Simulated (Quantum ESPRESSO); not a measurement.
Al2GaPt3WZn in 6 site orders

All numbers below are calculated, not measured. They come from Quantum ESPRESSO 7.5, a public plane-wave density functional program. Each row is one single-point run on a made-up periodic cell of eight metal atoms, with elements, volume, strain and displacements drawn at random and not relaxed, so a cell may be unstable or far from any real phase. There is no spin polarisation or spin-orbit coupling.

Settings: PBE unless stated; PseudoDojo standard norm-conserving files; Fermi-Dirac width 0.25 eV, which means electrons at about 2900 K; cutoff 1143 eV; 8 x 5 x 3 k mesh shifted half a step off Gamma. E is the free energy of the whole cell (internal energy minus TS), so a -TS column is already part of it. Stress is positive in tension, and the pressure P is minus a third of its trace.

Checks: one run of this series was repeated at a higher cutoff and on a denser mesh, which moved values by no more than 0.013 eV, 0.05 GPa and 0.012 eV/Å, and a second program with other atomic files agreed on it to 2 % rms in force and 0.5 GPa in pressure. Known limits: heavy elements are run without spin-orbit coupling, which real alloys of them have; a spin test at this wide smearing found no moment, but such smearing suppresses magnetism that the real alloy may have.

The lattice is hexagonal close-packed, and the cell vectors in Å are (2.863, 0.000, 0.000); (0.000, 4.959, 0.000); (0.000, 0.000, 9.041), a volume of 128.35 Å³. The runs put one composition on the same eight displaced sites in different orders. E is counted from run 1, and the rms force is over all 24 components. Nothing is relaxed, so E mixes bonding between neighbours with strain on unrelaxed sites, and it is not an ordering energy.

```
run,elements on sites 1 to 8,E (eV),-TS (eV),rms force (eV/Å),largest force (eV/Å),P (GPa)
1,Pt Pt Zn Al Al W Pt Ga,0.000,-0.955,0.555,2.07,-5.70
2,Pt Pt Ga W Pt Al Zn Al,-0.649,-0.942,0.304,0.85,-6.71
3,Pt Zn Pt Al Ga Al Pt W,-0.074,-0.906,0.618,1.65,-5.92
4,Pt Zn W Pt Al Ga Pt Al,-0.704,-0.862,0.473,1.48,?
5,Ga Al Al W Zn Pt Pt Pt,-1.155,-0.748,0.407,0.87,-8.29
6,Pt Pt W Zn Ga Pt Al Al,-0.641,-0.896,0.310,0.90,-6.73
```

## Worked fit

A straight line through the runs shown gives P = -5.62 + 2.08 E GPa with E in eV, an error of 0.28 on the slope and a scatter of 0.27 GPa. At this fixed volume the orders of higher energy tend to have the higher pressure.

## Withheld value

Question: what pressure should run 4 give?

The fit gives -7.08 ± 0.30 GPa. The calculation gave -6.77 GPa.
